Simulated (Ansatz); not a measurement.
## From a trial cell to the properties of WC-type LuP

The computed numbers are results of PBEsol, scalar-relativistic (no spin polarisation) in the plane-wave PAW code Ansatz at 420 eV, Γ-centred 10×10×8 mesh, 0.05 eV Gaussian smearing; PAW files: Ansatz's generated set soft_2.

This is a trial structure: such lanthanide and actinide compounds mostly take the rock-salt structure.

Starting cell:

```yaml
crystal:
  lattice:
    - [3.73175, 0.00000, 0.00000]
    - [-1.86588, 3.23179, 0.00000]
    - [0.00000, 0.00000, 3.64201]
  atoms:
    - { symbol: Lu, position: [0.00000, 0.00000, 0.00000] }
    - { symbol: P, position: [0.66667, 0.33333, 0.50000] }
```

The runs in order:

| run | level | k-mesh | kind | V (Å³/atom) | P (GPa) | E − E(final) (meV/atom) | gap on the mesh (eV) |
| --- | --- | --- | --- | --- | --- | --- | --- |
| 1 | PBEsol | 10×10×8 | cell and atoms relaxed | 21.08 | 0.0 | 0.0 | metal |

Cell and atoms are those of this level's equilibrium.

The final structure (symmetry read at 0.01 Å). The structure is hexagonal, space group P-6m2 (No. 187). Conventional cell: a = 3.767 Å, b = 3.767 Å, c = 3.432 Å, α = 90.00°, β = 90.00°, γ = 120.00°. Lu (site symmetry -6m2) is surrounded by 6 P at 2.77 Å. P (site symmetry -6m2) is surrounded by 6 Lu at 2.77 Å. (Neighbours are counted to 15 % beyond the shortest distance.)

- At the final geometry the gap, band path included, is zero (metallic).
- The equation of state gives B0 = 89 GPa and B0′ = 4.0.
- Against the elements' standard states, run alike and uncorrected, the formation energy is -1.25 eV/atom.
- The runs in the table took roughly 1.3 core-minutes.

**What lies behind the numbers.**

Formal charges Lu³⁺, P³⁻ balance and leave closed shells on every ion, yet the run finds no gap: the anions' valence bands overlap the cations' empty bands by 0.3 eV on the mesh. Semilocal functionals make gaps too small, by up to about 1 eV in such compounds, so the real crystal may have a narrow gap or be a semimetal.

Spin–orbit coupling, which matters for such heavy elements, is left out.
